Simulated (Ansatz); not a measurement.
LaScO2F:
```
CELL_PARAMETERS angstrom
      4.10599     0.00000     0.00000
      0.00000     4.10599     0.00000
      0.00000     0.00000     3.99335
ATOMIC_POSITIONS crystal
  La 0.50000 0.50000 0.50000
  Sc 0.00000 0.00000 0.00000
  O  0.50000 0.00000 0.00000
  O  0.00000 0.50000 0.00000
  F  0.00000 0.00000 0.50000
```

Relaxed with PBEsol. Special points in fractions of this cell's reciprocal vectors: Γ (0.000, 0.000, 0.000); X (0.000, 0.500, 0.000); M (0.500, 0.500, 0.000); Z (0.000, 0.000, 0.500); R (0.000, 0.500, 0.500); A (0.500, 0.500, 0.500).

**Question.** List the band energies nearest the Fermi level at these points for PBEsol with spin–orbit coupling (plane waves, PAW; program Ansatz).

**Answer.** In eV from the Fermi level; about four levels below and three above (degenerate sets whole), none deeper than 8.9 eV; … stands for higher levels left out; points with the same levels are listed once.

| k | below | above |
|---|---|---|
| Γ | -0.34 -0.34 -0.31 -0.31 | 0.58 0.58 … |
| X | -4.77 -4.77 -0.15 -0.15 | 0.36 0.36 0.36 0.36 |
| M | -6.42 -6.42 -4.07 -4.07 | 0.36 0.36 0.45 0.45 |
| Z | -4.25 -4.25 -0.08 -0.08 | 0.43 0.43 0.49 0.49 |
| R | -5.04 -5.04 -4.88 -4.88 | 0.40 0.40 0.49 0.49 |
| A | -4.00 -4.00 -0.10 -0.10 | 0.45 0.45 0.51 0.51 |

Space group P4/mmm. The start of the workflow was typed in or built on a structure type; neither database checked (COD, Materials Project) lists it. Whether it is the stable phase at ambient conditions was not checked. Symmetry was held in the PBEsol relaxation. At this level the phase is dynamically unstable (imaginary phonons). No spin polarisation was allowed. The volume moved by -21 % from the start of the relaxation. With an odd number of electrons in the cell and no spin polarisation, the count alone makes it a metal.

Potentials: the earlier of the program's two PAW sets. The files were generated under PBE; for other functionals the program regenerates the frozen cores, and for LDA and PBEsol the local potential too.
